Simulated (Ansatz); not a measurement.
## O-17 NMR of the central transition in TiTl₂I₆O₁₈

Cell: a diffraction structure from the COD, its atoms then relaxed with PBE in this cell.

```cif
data_TiTl2I6O18
_symmetry_space_group_name_H-M 'R-3:H'
_symmetry_Int_Tables_number 148
_cell_length_a 11.4167
_cell_length_b 11.4167
_cell_length_c 11.3953
_cell_angle_alpha 90.000
_cell_angle_beta 90.000
_cell_angle_gamma 120.000
loop_
_atom_site_label
_atom_site_type_symbol
_atom_site_symmetry_multiplicity
_atom_site_Wyckoff_symbol
_atom_site_fract_x
_atom_site_fract_y
_atom_site_fract_z
Ti Ti 3 b 0.0000 0.0000 0.5000
Tl Tl 6 c 0.0000 0.0000 0.8310
I I 18 f 0.3153 0.0498 0.3896
O10 O 18 f 0.1542 0.0583 0.3941
O16 O 18 f 0.3770 0.1379 0.5307
O22 O 18 f 0.3986 0.1911 0.2873
```

One atom of each set is listed; the run and its k-mesh use a cell of 27 atoms with edges of 7.61, 7.61, 7.61 Å.

The numbers come from a DFT calculation in Ansatz (r2SCAN, plane waves and PAW, scalar-relativistic, 500 eV cutoff, Γ-centred 3×3×3 k-points, Fermi–Dirac smearing 0.02 eV).

O-17 has I = 5/2 and Q = -25.58 mb (Pyykkö 2018); at 35.2 T its Larmor frequency is ν₀ = 203.3 MHz. Only the quadrupole interaction is simulated: positions count from each site's isotropic chemical shift, and J coupling is left out, as are shift anisotropy and dipolar coupling, which fast spinning averages.

Simulated pattern of one O site (fast magic-angle spinning, Gaussian broadening 0.2 kHz):

(offset (kHz), height): (-7.736, 0), (-7.496, 1), (-7.256, 6), (-7.016, 7), (-6.776, 7), (-6.536, 7), (-6.295, 7), (-6.055, 8), (-5.815, 8), (-5.575, 8), (-5.335, 8), (-5.095, 17), (-4.855, 44), (-4.615, 58), (-4.375, 86), (-4.135, 72), (-3.895, 58), (-3.654, 53), (-3.414, 50), (-3.174, 49), (-2.934, 49), (-2.694, 50), (-2.454, 52), (-2.214, 56), (-1.974, 62), (-1.734, 75), (-1.494, 100), (-1.254, 80), (-1.013, 64), (-0.773, 42), (-0.533, 3), (-0.293, 0)

(1) Which |C_Q| and η does the pattern imply?

Answers

(1) The pattern spans 6.71 kHz before broadening and its centre of gravity is at -2.98 kHz, which fixes P_Q; the places of the horns and steps fix η. That gives P_Q = 10.0 MHz, |C_Q| = 9.99 MHz and η = 0.18, the values that the calculation gives site O22 (1 I at 1.83 Å; also 1 I at 2.49 Å, 1 Tl at 3.00 Å). The other sites have |C_Q| = 8.05, 8.90 MHz. The sign of C_Q can't be read from the pattern.

At O22 V_zz points along its bond to I (within 6°).

The largest force is 0.9 eV/Å, so the atoms aren't at the calculated equilibrium and relaxing them would move these values. Without spin–orbit coupling the gradients at and beside I can be off by some per cent, at some sites by more.
